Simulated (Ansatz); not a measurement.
Input, command and steps of an Ansatz relaxation.

```yaml
crystal:
  lattice:
    - [-4.70147872, 4.70147872, 0.0]
    - [-4.70147872, 0.0, 4.70147872]
    - [0.0, 4.70147872, 4.70147872]
  atoms:
    - { symbol: C, position: [0.9951606683, 0.0035061642, 0.9947958831] }
    - { symbol: C, position: [0.4971827233, 0.0009365467, 0.0009972426] }
    - { symbol: C, position: [0.9980131815, 0.504584576, 0.00114977] }
    - { symbol: C, position: [0.5040077042, 0.4992097263, 0.0002447783] }
    - { symbol: C, position: [0.4956824692, 0.5020701692, 0.5037860397] }
    - { symbol: C, position: [0.8723241466, 0.8763480831, 0.376222728] }
    - { symbol: Si, position: [0.9944483153, 0.0011853669, 0.5000902878] }
    - { symbol: Si, position: [0.4989274075, 0.9967544913, 0.5051972623] }
    - { symbol: Si, position: [0.9990796731, 0.502755042, 0.5031420021] }
    - { symbol: Si, position: [0.3746610774, 0.8727103176, 0.375031524] }
    - { symbol: Si, position: [0.8752404854, 0.376409881, 0.3708915966] }
    - { symbol: Si, position: [0.8728275494, 0.8765380022, 0.8763205078] }
    - { symbol: Si, position: [0.3724522745, 0.3747618361, 0.3736198821] }
    - { symbol: Si, position: [0.3751090975, 0.8788272047, 0.8714765803] }
    - { symbol: Si, position: [0.8755365642, 0.3795925192, 0.871436792] }
    - { symbol: Si, position: [0.3796598228, 0.3704843444, 0.8755586633] }
  symmetry: { detect: false }
basis:
  ecutwfc: 420
kpoints:
  mp_grid: { grid: [3, 3, 3], shift: [0.0, 0.0, 0.0] }
hamiltonian:
  xc: pbe
scf:
  occupations: { method: gaussian, width: 0.1 }
  lower_state_search: "off"
output:
  forces: true
  stress: true
  eigenvalues: true
relax:
  adjacent_minimum: "off"
  f_tol: 0.04
  max_steps: 50
  cell: { stress_tol: 0.3 }
```

```bash
ansatz run input.yaml --threads 4 --pin off --max-ram 9216MiB --backend cpu --events-out ev --progress --plain --runs-dir out
```

Method: DFT PBE, scalar-relativistic, plane waves, PAW in Ansatz 0.2.0.

Of 7 frames 6 are shown, positions in Å and forces in eV/Å; the SCF threshold varies from step to step. Steps run on the plane waves of an earlier cell, with a Pulay correction in the pressure. The basis is chosen afresh for the last frame, the zero of the energies, and at times for earlier ones too; energy and pressure can step there, also at an unchanged geometry. Where two frames share a geometry here, they differ by under 2 meV/atom and 0.3 GPa.

```xyz
16
Lattice="-4.7015 4.7015 0.0000 -4.7015 0.0000 4.7015 0.0000 4.7015 4.7015" Properties=species:S:1:pos:R:3:forces:R:3 pbc="T T T" step=1 free_energy_over_end_meV_per_atom=407.41 pressure_GPa=8.60
C    -4.6952    9.3557    4.6935    0.0632    0.8048    0.5256
C    -2.3419    2.3422    0.0091   -0.0623    0.0591   -0.1068
C    -7.0644    4.6975    2.3777   -0.0110    0.0416   -0.3747
C    -4.7166    2.3707    2.3482    0.0958   -0.3391   -0.0083
C    -4.6909    4.6990    4.7290    0.0559    0.1183   -0.3624
C    -8.2213    5.8700    5.8889   -0.4155   -0.5140   -0.5358
Si   -4.6810    7.0265    2.3567    3.1979   -3.4768   -4.1576
Si   -7.0319    4.7209    7.0614   -4.7167    2.2465   -4.7695
Si   -7.0608    7.0627    4.7292   -3.8591   -5.2790    2.5547
Si   -5.8645    3.5247    5.8662    0.1807   -0.1505   -6.8256
Si   -5.8846    5.8587    3.5134   -0.4666   -7.0140    0.6840
Si   -8.2246    8.2236    8.2410    3.9877    3.7809    3.7260
Si   -3.5130    3.5076    3.5185   -7.7070    0.4404   -0.3552
Si   -5.8954    5.8608    8.2290    5.0348    4.9222    4.7627
Si   -5.9010    8.2134    5.8817    4.7233    4.6794    4.7656
Si   -3.5268    5.9014    5.8582   -0.1014   -0.3200    0.4774
16
Lattice="-4.7304 4.7324 -0.0053 -4.7272 -0.0021 4.7330 0.0101 4.7372 4.7410" Properties=species:S:1:pos:R:3:forces:R:3 pbc="T T T" step=2 free_energy_over_end_meV_per_atom=40.23 pressure_GPa=-3.71
C    -4.6852    9.4734    4.7661    0.8018    1.2541    1.0907
C    -2.3782    2.3445    0.0116    0.5973    0.6513   -0.2100
C    -7.1197    4.7283    2.3657    0.5772   -0.1081    0.3334
C    -4.7366    2.3578    2.3450   -0.0568    0.4112    0.6438
C    -4.6958    4.7556    4.7695   -0.6216   -0.6469   -0.9135
C    -8.3245    5.8444    5.8628   -0.2302   -0.2921   -0.2958
Si   -4.6249    7.0097    2.2885    0.6426   -0.9797   -0.8064
Si   -7.1495    4.8253    7.0274   -1.1131    0.5485   -1.0426
Si   -7.1655    7.0153    4.8348   -1.1372   -0.9334    0.6030
Si   -5.8915    3.5425    5.7312   -0.0078    0.0429   -0.7130
Si   -5.9233    5.7182    3.5486    0.3353   -0.6897    0.0706
Si   -8.1701    8.3766    8.3918    0.3350    0.0033    0.0868
Si   -3.7256    3.5393    3.5391   -0.7880    0.1234    0.2539
Si   -5.8118    6.0095    8.3894    0.4072    0.4171    0.2739
Si   -5.8179    8.3720    6.0267    0.2499    0.3199    0.3535
Si   -3.5373    5.9320    5.9154    0.0087   -0.1217    0.2720
16
Lattice="-4.6680 4.6645 -0.0018 -4.6653 0.0010 4.6581 0.0753 4.7380 4.7344" Properties=species:S:1:pos:R:3:forces:R:3 pbc="T T T" step=3 free_energy_over_end_meV_per_atom=8.77 pressure_GPa=0.19
C    -4.5231    9.4709    4.8097    0.5583    0.4867    0.5262
C    -2.3049    2.3563    0.0007   -0.1756   -0.1653    0.0073
C    -6.9727    4.6546    2.3597   -0.1745    0.0379   -0.1694
C    -4.6734    2.3546    2.3607    0.0251   -0.1739   -0.1790
C    -4.6421    4.6818    4.6801   -0.0239    0.0076    0.0161
C    -8.2218    5.7648    5.7709   -0.8393   -0.8510   -0.8257
Si   -4.4942    6.9061    2.2486   -0.0596    0.1882    0.1499
Si   -7.0822    4.8240    6.9094    0.1962   -0.0390    0.1485
Si   -7.0858    6.9051    4.8314    0.2056    0.1625   -0.0483
Si   -5.8054    3.5148    5.6520    0.0589    0.0892   -0.1727
Si   -5.8116    5.6515    3.5154    0.0706   -0.1785    0.1302
Si   -7.9868    8.3175    8.3151    0.1454    0.0389    0.0859
Si   -3.6748    3.5100    3.5198   -0.1852    0.0955    0.0753
Si   -5.6744    6.0030    8.3168    0.0417    0.1566    0.0488
Si   -5.6764    8.3159    6.0064    0.0645    0.0329    0.1234
Si   -3.4244    5.8988    5.9020    0.0921    0.1121    0.0836
16
Lattice="-4.6822 4.6834 0.0014 -4.6834 0.0002 4.6839 0.0158 4.7007 4.6999" Properties=species:S:1:pos:R:3:forces:R:3 pbc="T T T" step=4 free_energy_over_end_meV_per_atom=1.58 pressure_GPa=0.87
C    -4.5713    9.4746    4.8021    0.1757    0.1350    0.1516
C    -2.3164    2.3608   -0.0025   -0.0869   -0.0908    0.0630
C    -6.9993    4.6708    2.3703   -0.0807    0.0762   -0.0666
C    -4.6900    2.3588    2.3720    0.0629   -0.0659   -0.1034
C    -4.6864    4.6758    4.6815    0.0709    0.0842    0.1220
C    -8.3118    5.7274    5.7449   -0.3481   -0.3358   -0.3377
Si   -4.5419    6.8916    2.2191    0.0161    0.2659    0.2326
Si   -7.1513    4.8129    6.9054    0.2720    0.0213    0.2507
Si   -7.1535    6.8900    4.8306    0.2741    0.2478    0.0156
Si   -5.8415    3.5185    5.6595    0.0610    0.0503    0.0396
Si   -5.8420    5.6527    3.5280    0.0096    0.0300    0.0493
Si   -8.0590    8.3057    8.3160   -0.0331   -0.1589   -0.1694
Si   -3.7113    3.5161    3.5308    0.0404    0.0386    0.0287
Si   -5.7388    5.9850    8.3168   -0.1876   -0.0321   -0.1777
Si   -5.7390    8.3062    5.9953   -0.1746   -0.1928   -0.0241
Si   -3.4773    5.8846    5.8939   -0.0718   -0.0730   -0.0743
16
Lattice="-4.6799 4.6804 0.0000 -4.6797 0.0001 4.6796 0.0354 4.7158 4.7151" Properties=species:S:1:pos:R:3:forces:R:3 pbc="T T T" step=5 free_energy_over_end_meV_per_atom=0.04 pressure_GPa=0.02
C    -4.5410    9.4923    4.8227   -0.0469   -0.0450   -0.0448
C    -2.3180    2.3562    0.0008    0.0045    0.0029    0.0218
C    -6.9979    4.6722    2.3652    0.0052    0.0235    0.0057
C    -4.6827    2.3557    2.3654    0.0228    0.0074    0.0041
C    -4.6708    4.6854    4.6913   -0.0030   -0.0026    0.0005
C    -8.3134    5.7165    5.7315   -0.0416   -0.0403   -0.0393
Si   -4.5255    6.9035    2.2316   -0.0126   -0.0042    0.0025
Si   -7.1291    4.8248    6.9141   -0.0001   -0.0128    0.0018
Si   -7.1323    6.9018    4.8395   -0.0031    0.0034   -0.0142
Si   -5.8300    3.5224    5.6621   -0.0080   -0.0078    0.0304
Si   -5.8326    5.6562    3.5313   -0.0066    0.0313   -0.0112
Si   -8.0338    8.3100    8.3184   -0.0049    0.0257    0.0244
Si   -3.7006    3.5209    3.5334    0.0368   -0.0072   -0.0086
Si   -5.7240    5.9999    8.3190    0.0245   -0.0065    0.0263
Si   -5.7248    8.3095    6.0092    0.0250    0.0265   -0.0044
Si   -3.4631    5.8918    5.9000    0.0080    0.0058    0.0051
16
Lattice="-4.6794 4.6799 -0.0001 -4.6792 0.0001 4.6789 0.0359 4.7157 4.7149" Properties=species:S:1:pos:R:3:forces:R:3 pbc="T T T" step=7 free_energy_over_end_meV_per_atom=0.00 pressure_GPa=-0.01
C    -4.5481    9.4837    4.8143   -0.0187   -0.0190   -0.0185
C    -2.3153    2.3582    0.0042   -0.0030   -0.0032    0.0058
C    -6.9947    4.6752    2.3673   -0.0033    0.0056   -0.0032
C    -4.6785    2.3581    2.3674    0.0057   -0.0028   -0.0030
C    -4.6685    4.6864    4.6926   -0.0039   -0.0040   -0.0036
C    -8.3216    5.7068    5.7214    0.0025    0.0028    0.0026
Si   -4.5214    6.8995    2.2285   -0.0049    0.0025    0.0034
Si   -7.1310    4.8279    6.9100    0.0030   -0.0044    0.0026
Si   -7.1345    6.8983    4.8422    0.0036    0.0030   -0.0048
Si   -5.8272    3.5238    5.6659    0.0056    0.0053   -0.0074
Si   -5.8298    5.6601    3.5330    0.0055   -0.0079    0.0057
Si   -8.0318    8.3086    8.3166    0.0233   -0.0017   -0.0025
Si   -3.6951    3.5229    3.5348   -0.0078    0.0060    0.0049
Si   -5.7236    6.0002    8.3173   -0.0019    0.0235   -0.0023
Si   -5.7245    8.3083    6.0093   -0.0020   -0.0018    0.0239
Si   -3.4593    5.8943    5.9023   -0.0039   -0.0038   -0.0035
```

It took 9.8 s on 4 threads of AMD EPYC 9R45 96-Core Processor (Zen 5), on a shared host, peak memory 0.66 GiB.

The k mesh is coarse.